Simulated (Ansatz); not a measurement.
**Cu2SnHgF4 in Ansatz, relaxation**

input.yaml:

```yaml
crystal:
  lattice:
    - [0.0, 5.168911, 0.0]
    - [5.168911, 0.0, 0.0]
    - [2.584456, 2.584456, -5.06263]
  atoms:
    - { symbol: Sn, position: [0.5, 0.5, 0.0] }
    - { symbol: F, position: [0.3973, 0.3973, 0.7236] }
    - { symbol: F, position: [0.6027, 0.1209, 0.2764] }
    - { symbol: F, position: [0.8791, 0.8791, 0.7236] }
    - { symbol: F, position: [0.1209, 0.6027, 0.2764] }
    - { symbol: Cu, position: [0.75, 0.25, 0.5] }
    - { symbol: Cu, position: [0.25, 0.75, 0.5] }
    - { symbol: Hg, position: [0.0, 0.0, 0.0] }
  symmetry: { tolerance: 0.0003 }
kpoints:
  mp_grid: { grid: [6, 6, 6], shift: [0, 0, 0] }
magnetization:
  spin_polarized: false
scf:
  occupations: { method: methfessel_paxton, width: 0.1042 }
  lower_state_search: "off"
hamiltonian:
  pseudopotentials: { kind: paw }
  xc: pbe
basis:
  ecutwfc: 420
  fft_grid_basis: typed
relax:
  max_steps: 60
  cell: { p_target: 5.0 }
output:
  forces: true
  stress: true
  eigenvalues: true
  bader: true
  populations: true
  elf: true
  write_potential: true
  volumetric_format: npy
  dos:
    e_range: [-12, 8]
    de: 0.05
    projected: { site_lists: { Cu: [Cu], F: [F], Hg: [Hg], Sn: [Sn] } }
  write_density: true
checkpoint:
  read: saved_state
```

Run with:

```bash
ansatz run input.yaml --threads 2 --pin off --max-ram 2560MiB --backend cpu --events-out ev --progress --plain --runs-dir out
```

Origin of the cell: a known structure type with other elements, at an estimated volume, so it need not be a known compound.

The saved state is a converged single point of the same cell.

Steps («new basis» is an SCF on plane waves selected anew at the same cell):

| step | ΔH (meV/atom) | max force component (eV/Å) | P (GPa) | volume (Å³) | SCF iterations | step was |
| --- | --- | --- | --- | --- | --- | --- |
| 1 | 0.0 | 1.445 | 7.32 | 135.26 | 7 | accepted |
| 2 | -103.2 | 0.806 | 2.47 | 141.99 | 11 | accepted |
| 3 | -177.1 | 0.273 | 5.69 | 134.28 | 10 | accepted |
| 4 | -198.8 | 0.118 | 4.50 | 136.04 | 9 | accepted |
| 5 | -205.1 | 0.032 | 4.43 | 135.45 | 9 | accepted |
| 6 | -208.1 | 0.050 | 4.98 | 133.92 | 8 | accepted |
| 7 | -209.2 | 0.008 | 5.07 | 133.19 | 8 | accepted |
| 8 | -209.2 | 0.001 | 4.99 | 133.40 | 6 | accepted |
| 9 | -209.8 | 0.000 | 5.03 | 133.40 | 9 | new basis |
| 10 | -210.0 | 0.012 | 4.85 | 133.35 | 7 | accepted |
| 11 | -210.1 | 0.000 | 4.99 | 133.19 | 6 | accepted |
| 12 | -210.1 | 0.001 | 4.99 | 133.19 | 7 | new basis |
| 13 | -210.2 | 0.000 | 5.01 | 133.11 | 8 | accepted |
| 14 | -210.1 | 0.000 | 5.00 | 133.11 | 5 | new basis |

Step 1, with forces in eV/Å:

```xyz
8
Lattice="0.000 5.169 0.000 5.169 0.000 0.000 2.584 2.584 -5.063" Properties=species:S:1:pos:R:3:forces:R:3 pbc="T T T" step=1
Sn    2.584    2.584    0.000    0.000    0.000    0.000
F     3.924    3.924   -3.663    0.462    0.462    1.445
F     1.339    3.830   -1.399    0.462   -0.462   -1.445
F     6.414    6.414   -3.663   -0.462   -0.462    1.445
F     3.830    1.339   -1.399   -0.462    0.462   -1.445
Cu    2.584    5.169   -2.531    0.000    0.000    0.000
Cu    5.169    2.584   -2.531    0.000    0.000    0.000
Hg    0.000    0.000    0.000    0.000    0.000    0.000
```

Step 2, with forces in eV/Å:

```xyz
8
Lattice="0.000 5.248 0.000 5.248 0.000 0.000 2.624 2.624 -5.156" Properties=species:S:1:pos:R:3:forces:R:3 pbc="T T T" step=2
Sn    2.624    2.624    0.000    0.000    0.000    0.000
F     4.053    4.053   -3.591    0.351    0.351    0.806
F     1.429    3.818   -1.565    0.351   -0.351   -0.806
F     6.442    6.442   -3.591   -0.351   -0.351    0.806
F     3.818    1.429   -1.565   -0.351    0.351   -0.806
Cu    2.624    5.248   -2.578    0.000    0.000    0.000
Cu    5.248    2.624   -2.578    0.000    0.000    0.000
Hg    0.000    0.000    0.000    0.000    0.000    0.000
```

Step 3, with forces in eV/Å:

```xyz
8
Lattice="0.000 5.126 0.000 5.126 0.000 0.000 2.563 2.563 -5.110" Properties=species:S:1:pos:R:3:forces:R:3 pbc="T T T" step=3
Sn    2.563    2.563    0.000    0.000    0.000    0.000
F     4.024    4.024   -3.388    0.273    0.273    0.203
F     1.460    3.666   -1.722    0.273   -0.273   -0.203
F     6.229    6.229   -3.388   -0.273   -0.273    0.203
F     3.666    1.460   -1.722   -0.273    0.273   -0.203
Cu    2.563    5.126   -2.555    0.000    0.000    0.000
Cu    5.126    2.563   -2.555    0.000    0.000    0.000
Hg    0.000    0.000    0.000    0.000    0.000    0.000
```

Step 4, with forces in eV/Å:

```xyz
8
Lattice="0.000 5.159 0.000 5.159 0.000 0.000 2.579 2.579 -5.112" Properties=species:S:1:pos:R:3:forces:R:3 pbc="T T T" step=4
Sn    2.579    2.579    0.000    0.000    0.000    0.000
F     4.136    4.136   -3.307    0.118    0.118    0.053
F     1.556    3.603   -1.805    0.118   -0.118   -0.053
F     6.182    6.182   -3.307   -0.118   -0.118    0.053
F     3.603    1.556   -1.805   -0.118    0.118   -0.053
Cu    2.579    5.159   -2.556    0.000    0.000    0.000
Cu    5.159    2.579   -2.556    0.000    0.000    0.000
Hg    0.000    0.000    0.000    0.000    0.000    0.000
```

Step 5, with forces in eV/Å:

```xyz
8
Lattice="0.000 5.200 0.000 5.200 0.000 0.000 2.600 2.600 -5.009" Properties=species:S:1:pos:R:3:forces:R:3 pbc="T T T" step=5
Sn    2.600    2.600    0.000    0.000    0.000    0.000
F     4.215    4.215   -3.171    0.032    0.032   -0.023
F     1.615    3.585   -1.839    0.032   -0.032    0.023
F     6.184    6.184   -3.171   -0.032   -0.032   -0.023
F     3.585    1.615   -1.839   -0.032    0.032    0.023
Cu    2.600    5.200   -2.505    0.000    0.000    0.000
Cu    5.200    2.600   -2.505    0.000    0.000    0.000
Hg    0.000    0.000    0.000    0.000    0.000    0.000
```

Step 6, with forces in eV/Å:

```xyz
8
Lattice="0.000 5.242 0.000 5.242 0.000 0.000 2.621 2.621 -4.874" Properties=species:S:1:pos:R:3:forces:R:3 pbc="T T T" step=6
Sn    2.621    2.621    0.000    0.000    0.000    0.000
F     4.273    4.273   -3.048   -0.050   -0.050    0.032
F     1.652    3.590   -1.826   -0.050    0.050   -0.032
F     6.211    6.211   -3.048    0.050    0.050    0.032
F     3.590    1.652   -1.826    0.050   -0.050   -0.032
Cu    2.621    5.242   -2.437    0.000    0.000    0.000
Cu    5.242    2.621   -2.437    0.000    0.000    0.000
Hg    0.000    0.000    0.000    0.000    0.000    0.000
```

Step 10, with forces in eV/Å:

```xyz
8
Lattice="0.000 5.336 0.000 5.336 0.000 0.000 2.668 2.668 -4.683" Properties=species:S:1:pos:R:3:forces:R:3 pbc="T T T" step=10
Sn    2.668    2.668    0.000    0.000    0.000    0.000
F     4.332    4.332   -2.890   -0.012   -0.012    0.006
F     1.664    3.672   -1.793   -0.012    0.012   -0.006
F     6.340    6.340   -2.890    0.012    0.012    0.006
F     3.672    1.664   -1.793    0.012   -0.012   -0.006
Cu    2.668    5.336   -2.341    0.000    0.000    0.000
Cu    5.336    2.668   -2.341    0.000    0.000    0.000
Hg    0.000    0.000    0.000    0.000    0.000    0.000
```

Step 14, with forces in eV/Å:

```xyz
8
Lattice="0.000 5.329 0.000 5.329 0.000 0.000 2.665 2.665 -4.687" Properties=species:S:1:pos:R:3:forces:R:3 pbc="T T T" step=14
Sn    2.665    2.665    0.000    0.000    0.000    0.000
F     4.323    4.323   -2.894    0.000    0.000    0.000
F     1.659    3.671   -1.793    0.000    0.000    0.000
F     6.335    6.335   -2.894    0.000    0.000    0.000
F     3.671    1.659   -1.793    0.000    0.000    0.000
Cu    2.665    5.329   -2.343    0.000    0.000    0.000
Cu    5.329    2.665   -2.343    0.000    0.000    0.000
Hg    0.000    0.000    0.000    0.000    0.000    0.000
```

* Enthalpy lowered by: 210.1 meV/atom
* Volume change: -1.59 %
* Final pressure: 5.00 GPa
* Relaxation steps listed: 14

Caveats: no spin-orbit coupling, though heavy elements are present; the relaxation held the start's symmetry, so the end may be a saddle point.

It ran for 4.5 min on 2 threads of Arm Neoverse V1, on a shared host, peak memory 0.55 GiB, from a saved density.
